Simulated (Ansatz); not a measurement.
Data sheet: Pb (DFT)

Pb:
```yaml
crystal:
  lattice:
    - [3.44380, 0.00000, 0.00000]
    - [-1.72190, 2.98242, 0.00000]
    - [0.00000, 0.00000, 5.85895]
  atoms:
    - { symbol: Pb, position: [0.33333, 0.66667, 0.25000] }
    - { symbol: Pb, position: [0.66667, 0.33333, 0.75000] }
```

Space group P6_3/mmc (No. 194), hcp (Mg type); conventional cell a = 3.444 Å, b = 3.444 Å, c = 5.859 Å, α = 90.00°, β = 90.00°, γ = 120.00°.

Method: PBEsol in the plane-wave PAW code Ansatz. Structure relaxed to zero pressure with the same functional. Other levels are named where they apply.

Cell and energy:

Volume per atom: 30.09 Å³
Density: 11.44 g/cm³

Electronic structure:

- Electronic character = metallic (no gap)
- Density of states at the Fermi level = 0.56 states/eV per atom (mean over ±0.08 eV)
- Gap with spin–orbit coupling = none (metallic)

Mechanics:

* **Bulk modulus (Birch–Murnaghan fit)**: 46.4 GPa
* **Pressure derivative B′**: 4.2
* **Elastic constants (relaxed ions, GPa)**: C11 = 69.5, C12 = 43.0, C13 = 31.6, C33 = 60.7, C44 = 8.2
* **Mechanical stability**: stable (all eigenvalues of C positive)
* **Hill bulk and shear moduli**: 45.3 and 11.6 GPa
* **Young's modulus**: 32.1 GPa
* **Poisson's ratio**: 0.38
* **Debye temperature from the elastic constants**: 109 K

Phonons:

* **Highest zone-centre frequency**: 61 cm⁻¹
* **Zone-centre stability**: no imaginary mode at Γ

The workflow started from a Materials Project entry (that database holds measured and hypothetical structures alike); the Crystallography Open Database files this formula in space group No. 194, but the cells were not matched. It is not the phase usual at ambient conditions (space group No. 225). Symmetry was held in the PBEsol relaxation. As this level gives no gap, shear constants depend on the k-mesh and smearing (Fermi–Dirac, 0.1 eV here). As this level gives no gap, phonon frequencies hold no LO–TO term and depend on the k-mesh and smearing (Fermi–Dirac, 0.1 eV here). Axis ratios of metals converge slowly with the k-mesh, so a and c are less sure than the volume. On the denser mesh and wider smearing of the elastic run this cell carries a stress of 1.0 GPa. Scalar-relativistic: spin–orbit coupling is off unless named, which matters more the heavier the elements.

Potentials: the later of the program's two PAW sets.
